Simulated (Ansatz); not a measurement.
LaSi₃B₃ in space group Pm-3n (No. 223; La on 2a, B on 6c, Si on 6d), PBE in the plane-wave PAW code Ansatz, all energies at zero smearing, with the estimated change up to a 700 eV cutoff added, with one set of potentials and settings (totals compare only within such a set). Cell of 14 atoms (2 La, 6 B, 6 Si): -17252.581 eV.

```tsv
element	reference phase	E (eV/atom)
La	P6_3/mmc, 4 atoms in the cell	-6250.3045
B	R-3m, 12 atoms in the cell	-155.9170
Si	Fd-3m, 2 atoms in the cell	-635.8114
```

Formation energy per atom, worked out: (-17252.581 − 2×(-6250.3045) − 6×(-155.9170) − 6×(-635.8114))/14 = -0.114 eV/atom (-11 kJ per mol of atoms), at 0 K, without zero-point energy or fitted corrections.

The start of the workflow was typed in or built on a structure type; neither database checked (COD, Materials Project) lists it. Whether it is the stable phase at ambient conditions was not checked. The PBE relaxation kept the symmetry of its start; whether a distortion lowers the energy is not shown. The references are the lowest solids computed at this level, not always the standard phases. Spin–orbit coupling is left out wherever it is not named.

Potentials: the earlier of the program's two PAW sets.
